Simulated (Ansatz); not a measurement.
Problem. TiSi2 in space group Cmcm (No. 63; Ti on 4c, Si on 4c, Si on 4c) is relaxed with DFT-PBE in the program Ansatz with PAW potentials. What lattice parameters of the conventional cell result?

Solution. a = 3.546 Å, b = 13.565 Å, c = 3.579 Å.

Problem. Give the free coordinates with the occupied sites.

Solution. In one choice of origin and axes:

| atom | site | symmetry | x | y | z |
|---|---|---|---|---|---|
| Ti | 4c | m2m | 0.0000 | 0.1031 | 0.7500 |
| Si | 4c | m2m | 0.0000 | 0.5592 | 0.2500 |
| Si | 4c | m2m | 0.0000 | 0.2497 | 0.2500 |

Problem. Is it a metal or does it have a gap at this level?

Solution. No gap at this level.

Symmetry was held in the PBE relaxation. The run is not spin-polarised.

Potentials: the later of the program's two PAW sets.
